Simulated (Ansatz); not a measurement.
Polymorphs of CoW, each relaxed with DFT-PBEsol in the program Ansatz with PAW potentials:

A: rock salt (Fm-3m)
a = b = c = 4.8199 Å, α = β = γ = 90.00°

```csv
atom,site,symmetry,x,y,z
Co,4a,m-3m,0.0000,0.0000,0.0000
W,4b,m-3m,0.5000,0.5000,0.5000
```

B: Cmcm
a = 2.656 Å, b = 9.539 Å, c = 4.038 Å, α = β = γ = 90.00°

```csv
atom,site,symmetry,x,y,z
W,4c,m2m,0.0000,0.3428,0.2500
Co,4c,m2m,0.0000,0.0730,0.2500
```

Question: Order them by energy per atom at 0 K (lowest first) at the level PBEsol.

Answer: B (+0 meV/atom), A (+782 meV/atom)

Typed or built starts, not in the databases checked: A; B. Began spin-polarised and lost the moments: A; B. Unstable at this level: A. All cells were relaxed under the symmetry of their starts (and spin orders); stability against distortions was not tested throughout. Scalar-relativistic: spin–orbit coupling is off unless named, which matters more the heavier the elements.

Energies hold the estimated change up to a 700 eV cutoff; steps of a few meV lie near the error of the meshes.

Potentials: the earlier of the program's two PAW sets. The files were generated under PBE; for other functionals the program regenerates the frozen cores, and for LDA and PBEsol the local potential too.
